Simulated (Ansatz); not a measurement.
**Polymorphs of Co2P**

3 relaxations of Co2P ended in 3 distinct structures. Method: PBEsol (plane waves to 420 eV, PAW, scalar-relativistic; Ansatz, a first-principles code).

| # | space group | Pearson | type | E − E(lowest) (eV/atom) | V (Å³/atom) | runs ending here | spin order |
|---|---|---|---|---|---|---|---|
| 1 | Pnma | oP12 | – | 0.00 | 10.22 | 1 | non-magnetic |
| 2 | P-62m | hP9 | – | 0.03 | 10.34 | 1 | ferromagnetic |
| 3 | R3m | hR6 | – | 0.52 | 11.06 | 1 | ferromagnetic |

All are gapless at this level. Pnma, oP12, non-magnetic is the lowest among the structures calculated here.

```cif
data_Co8P4
_chemical_formula_sum 'Co8 P4'
_space_group_name_H-M_alt 'Pnma'
_space_group_IT_number 62
_space_group_name_Hall '-P 2ac 2n'
_cell_length_a 5.41458
_cell_length_b 3.46991
_cell_length_c 6.52652
_cell_angle_alpha 90.000
_cell_angle_beta 90.000
_cell_angle_gamma 90.000
loop_
_space_group_symop_operation_xyz
  'x, y, z'
  '-x, -y, -z'
  '-x+1/2, -y, z+1/2'
  'x+1/2, y, -z+1/2'
  'x+1/2, -y+1/2, -z+1/2'
  '-x+1/2, y+1/2, z+1/2'
  '-x, y+1/2, -z'
  'x, -y+1/2, z'
loop_
_atom_site_label
_atom_site_type_symbol
_atom_site_symmetry_multiplicity
_atom_site_Wyckoff_symbol
_atom_site_fract_x
_atom_site_fract_y
_atom_site_fract_z
_atom_site_occupancy
Co1 Co 4 c 0.03240 0.75000 0.33007 1
Co2 Co 4 c 0.35454 0.25000 0.43509 1
P1 P 4 c 0.25048 0.25000 0.12113 1
```

Each run could gain symmetry but not lose that of its start, so entries can be saddle points. From databases, or of a type measured for this composition: Pnma, oP12, non-magnetic; P-62m, hP9, ferromagnetic; the others are generated cells (placed on structure types, drawn at random, substituted or restacked) that were not matched to a known phase here. Each structure is listed in the lowest spin state found for it. Static energies at zero pressure. The runs use different k-meshes, so differences are rounded accordingly. Spin states reached: non-magnetic, ferromagnetic; non-magnetic ones ran without spin or lost their moments; spin orders were not searched systematically.
